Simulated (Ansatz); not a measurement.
A geometry of CoSn away from equilibrium: step 19 of the relaxation of a generated trial cell of CoSn in the AFLOW prototype AB_tP8_136_g_f (as in BeO). These are PBEsol (plane waves to 420 eV, PAW, scalar-relativistic; Ansatz, a quantum-chemistry and plane-wave program) values and carry that method's errors. Γ-centred k-mesh 5×5×9 on the run's cell (coarser than for final values), Fermi–Dirac smearing 0.05 eV.

```
CoSn
1.0
    5.54203     0.00000     0.00000
    0.00000     5.54203     0.00000
    0.00000     0.00000     4.58479
Co Sn
4 4
Cartesian
  1.98941   3.55262   0.00000
  4.76042   4.76042   2.29239
  0.78161   0.78161   2.29239
  3.55262   1.98941   0.00000
  1.16861   1.16861   0.00000
  3.93962   1.60241   2.29239
  1.60241   3.93962   2.29239
  4.37342   4.37342   0.00000
```
Spin-polarised start, with parallel moments on Co.

Task: Give the Cartesian forces on all atoms (eV/Å).

Result: 
```tsv
atom	Fx	Fy	Fz
Co1	0.03	-0.03	0.00
Co2	0.03	0.03	0.00
Co3	-0.03	-0.03	0.00
Co4	-0.03	0.03	0.00
Sn5	0.02	0.02	0.00
Sn6	0.02	-0.02	0.00
Sn7	-0.02	0.02	0.00
Sn8	-0.02	-0.02	0.00
```

Task: What is the pressure?

Result: +8.1 GPa, compression positive.

Task: How far above the relaxed end point is this geometry?

Result: 0.21 eV/atom; the path ends in P4₂/mnm (No. 136).

No spin polarisation in the result: the starting moments vanished. A magnetic state may lie lower.

The run could not lose the symmetry of its start, so the end can be a saddle point.

The end of the path is a generated cell of CoSn: the first start was made by placing the elements on the sites of a structure type, and the end was not matched to a known phase here, so it may be hypothetical. Known forms of CoSn include space group No. 191.
